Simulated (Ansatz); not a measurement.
Values for one crystal, relaxed and computed with PBE in the plane-wave PAW code Ansatz; other levels are named.

| Property | Value |
|---|---|
| Volume per atom | 21.78 Å³ |
| Band gap | 1.63 eV (indirect) |
| Conduction-band minimum | at K (2 equivalent valleys) |
| Smallest direct gap on the standard path | 1.80 eV |
| Valence-band maximum | at Γ |
| Formation energy from the elements (no fitted shifts) | -0.83 eV/atom |
| Hole effective mass | 0.86, 1.5, 1.5 mₑ (principal values) |

Question: Pick the material that matches.
A) BeS, wurtzite
B) WS2, P6_3/mmc (W on 2c, S on 4f)
C) BaTiO3, cubic perovskite
D) MgO, P4_2/mmc (Mg on 2c, O on 2e)

Answer: B, WS2, P6_3/mmc (W on 2c, S on 4f)

The cell was relaxed with PBE under the symmetry of its start. The run is not spin-polarised. The volume lies over 15 % above that of the usual cell of this phase: another minimum, or an error of the functional. A crystal of weakly bound layers computed without a dispersion correction: the cell and the soft elastic constants depend strongly on that. The references are the lowest solids computed at this level, not always the standard phases. Scalar-relativistic: spin–orbit coupling is off unless named, which matters more the heavier the elements.

Potentials: the later of the program's two PAW sets.
